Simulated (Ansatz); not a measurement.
## CuPd: energy along a strain

CuPd, Pm-3m, a = 2.988 Å (as given, not relaxed at this level: -4.6 GPa). The structure is a COD entry; whether it is the stable form wasn't checked. Ansatz: PBEsol, PAW, 420 eV, Γ-centred 16×16×16 mesh on 2 atoms, Gaussian smearing 0.15 eV; no spin polarisation. Cell vectors (Å): 2.988 0.000 0.000; 0.000 2.988 0.000; 0.000 0.000 2.988. The cell is strained by x per cent times the pattern (1 1 0 0 0 0) in the order xx yy zz yz xz xy (engineering shears), with fractional coordinates held. y is the free energy over the start, V0 = 13.339 Å³/atom.

| x (%) | y (meV/atom) |
| --- | --- |
| -2.00 | ? |
| -1.50 | -4.83 |
| -1.00 | -4.74 |
| -0.50 | -3.10 |
| 0.00 | 0.00 |
| 0.50 | 4.50 |
| 1.00 | 10.33 |
| 1.50 | 17.42 |
| 1.75 | 21.43 |
| 2.00 | 25.72 |

Fit y = c1 x + c2 x² + c3 x³ to the other rows, get the stiffness along the pattern, and predict the missing energy.

Least squares on the rows shown. y = 7.6218 x + 2.7985 x² − 0.089822 x³. The clamped-ion stiffness p·C·p = 2 × 27.99 eV × 160.2 / 13.339 Å³ = 672 GPa (second derivative at the start, which stands under stress). At x = -2.00 the fit asked for gives -3.33 meV/atom. The run gave -3.31 meV/atom, so the fit is 0.02 meV/atom too low, a small miss on the scale of the series.